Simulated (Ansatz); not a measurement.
**Mo3Os: reading a single point**

```
Os Mo
1.0
     4.94335    0.00000    0.00000
     0.00000    4.94335    0.00000
     0.00000    0.00000    4.94335
Os Mo
2 6
Direct
  0.00000 0.00000 0.00000
  0.50000 0.50000 0.50000
  0.25000 0.00000 0.50000
  0.50000 0.75000 0.00000
  0.75000 0.00000 0.50000
  0.50000 0.25000 0.00000
  0.00000 0.50000 0.75000
  0.00000 0.50000 0.25000
```

Level: r2SCAN, no spin polarisation; 500 eV; 7×7×7 Γ-centred mesh; gaussian occupations (width 0.1716 eV); Ansatz 0.2.0, fixed geometry.

**Question.** What do density and ELF say about some of the short contacts?

**Answer.** Mo–Mo at 2.47 Å: least valence density 0.59 e/Å³ and ELF 0.30 there. Os–Mo at 2.76 Å: least valence density 0.40 e/Å³ and ELF 0.33 there. These are pseudo-fields; inside the PAW spheres they differ from the all-electron ones.

**Question.** What is the formation energy?

**Answer.** 0.01 eV an atom against the elements' usual phases (free molecules for gases, crystals otherwise, with no correction for O₂ or N₂), too near zero to call. Relaxing would lower it.

**Question.** Give the Bader charges.

**Answer.** Bader charges in e: Mo +0.45, Os -1.36. In the mean Mo gives up most and Os takes most.

**Question.** Is there a gap?

**Answer.** It is a metal, with about 7 states/eV a cell as the mean within 0.25 eV of the Fermi level, mostly Mo d (68 %) and Os d (25 %).

**Question.** What does the stress say?

**Answer.** The pressure is 4.9 GPa (compression positive), so with the atoms held at these fractions the cell would first expand.

Origin: a database entry at a rescaled volume. Caveats: wide smearing.
